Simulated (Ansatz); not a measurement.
Property card for LaGeO

LaGeO:
```yaml
crystal:
  lattice:
    - [3.56614, 0.00000, 0.00000]
    - [0.00000, 3.56614, 0.00000]
    - [0.00000, 0.00000, 8.53335]
  atoms:
    - { symbol: La, position: [0.00000, 0.50000, 0.66949] }
    - { symbol: La, position: [0.50000, 0.00000, 0.33051] }
    - { symbol: Ge, position: [0.00000, 0.00000, 0.00000] }
    - { symbol: Ge, position: [0.50000, 0.50000, 0.00000] }
    - { symbol: O, position: [0.50000, 0.00000, 0.60938] }
    - { symbol: O, position: [0.00000, 0.50000, 0.39062] }
```

Space group P4/nmm (No. 129); conventional cell a = b = 3.5661 Å, c = 8.5334 Å, α = β = γ = 90.00°.

Method: DFT-PBEsol in the program Ansatz with PAW potentials. Geometry: relaxed at this level of theory. Other levels are named where they apply.

**Cell and energy**

```
Quantity                                                       Value
-----------------------------------------------------  -------------
Volume per atom                                             18.09 Å³
Density                                                   6.96 g/cm³
Formation energy from the elements (no fitted shifts)  -2.03 eV/atom
```

**Electronic structure**

```
Item                                                                        Result
------------------------------------  --------------------------------------------
Electronic character                                             metallic (no gap)
Density of states at the Fermi level  0.34 states/eV per atom (mean over ±0.08 eV)
Gap with spin–orbit coupling                                       none (metallic)
```

**Mechanics**

```
Property                              Result
----------------------------------  --------
Bulk modulus (Birch–Murnaghan fit)  99.6 GPa
Pressure derivative B′                   5.2
```

**Phonons**

```
Property                                                Result
-----------------------------  -------------------------------
Highest zone-centre frequency                        366 cm^-1
Zone-centre stability          unstable, softest mode 45i cm⁻¹
```

The start of the workflow was typed in or built on a structure type; neither database checked (COD, Materials Project) lists it. Its standing as an ambient phase is unchecked. The PBEsol relaxation kept the symmetry of its start; phonons show weakly imaginary modes. As this level gives no gap, phonon frequencies hold no LO–TO term and depend on the k-mesh and smearing (Fermi–Dirac, 0.1 eV here). The references are the lowest solids computed at this level, not always the standard phases (solids in place of the gases). Spin–orbit coupling is left out wherever it is not named.

Potentials: the earlier of the program's two PAW sets. The files were generated under PBE; for other functionals the program regenerates the frozen cores, and for LDA and PBEsol the local potential too.
